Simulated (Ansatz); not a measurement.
AlRu:
```
CELL_PARAMETERS angstrom
      0.00000     2.46492     2.46492
      2.46492     0.00000     2.46492
      2.46492     2.46492     0.00000
ATOMIC_POSITIONS crystal
  Ru 0.00000 0.00000 0.00000
  Al 0.50000 0.50000 0.50000
```

Relaxed with PBEsol. Special points in fractions of this cell's reciprocal vectors: Γ (0.000, 0.000, 0.000); X (0.500, 0.000, 0.500); U (0.625, 0.250, 0.625); K (0.375, 0.375, 0.750); L (0.500, 0.500, 0.500); W (0.500, 0.250, 0.750).

Question: List the band energies nearest the Fermi level at these points for PBEsol in the plane-wave PAW code Ansatz.

Answer: In eV from the Fermi level; about four levels below and three above (degenerate sets whole), none deeper than 8.9 eV; … stands for higher levels left out; points with the same levels are listed once.

```csv
k,below,above
Γ,-2.09 -2.09 -2.09 -1.75 -1.75,…
X,-6.00 -3.61 -2.51 -0.98,0.10 0.10 2.25
U,-3.75 -2.97 -1.90 -0.19,0.43 1.37 2.62
L,-2.90 -2.90 -0.32 -0.32,1.36 7.41 …
W,-5.26 -3.27 -3.27 -2.47,0.11 1.33 1.64 1.64
```

Space group Fm-3m (rock salt). The start of the workflow was typed in or built on a structure type; neither database checked (COD, Materials Project) lists it. COD files the formula under space group No. 221. Its standing as an ambient phase is unchecked. The cell was relaxed with PBEsol under the symmetry of its start. At this level the phase is mechanically unstable. No spin polarisation was allowed. Its formation energy is positive at this level, so the cell may be metastable or incomplete. Scalar-relativistic: spin–orbit coupling is off unless named, which matters more the heavier the elements.

Potentials: the earlier of the program's two PAW sets. The files were generated under PBE; for other functionals the program regenerates the frozen cores, and for LDA and PBEsol the local potential too.
